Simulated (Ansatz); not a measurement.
These are results of Ansatz 0.2.0, DFT LDA, scalar-relativistic, plane waves, PAW, not measurements. Cutoff 420 eV, Γ-centred k meshes of 1000 to 2744 points, fixed occupations in insulators, in metals Fermi–Dirac smearing of 0.15 eV (Gaussian, 0.2 eV, where magnetic), no spin polarisation. Values of metals depend on mesh and smearing. Spin–orbit coupling is left out. Each crystal stands at its own equilibrium volume, in the symmetry named.

Q: Order these crystals by the Debye temperature from the elastic constants, lowest first.
A. SrAs2Ru2 (I4/mmm, 5 atoms in the cell, 18.5 Å³/atom, Sr next to 8 As and 8 Ru)
B. NbRh (P4/mmm, 2 atoms in the cell, 15.0 Å³/atom, Nb next to 8 Rh and 4 Nb)
C. PIr2 (Fm-3m, 3 atoms in the cell, 13.9 Å³/atom, P next to 8 Ir)
D. TiAgHg2 (P4/mmm, 4 atoms in the cell, 17.9 Å³/atom, Ag next to 8 Hg and 2 Ag and 4 Ti)
E. ScAl (Pm-3m, 2 atoms in the cell, 18.1 Å³/atom, Sc next to 8 Al)

A: D (186 K), A (316 K), C (352 K), B (390 K), E (458 K).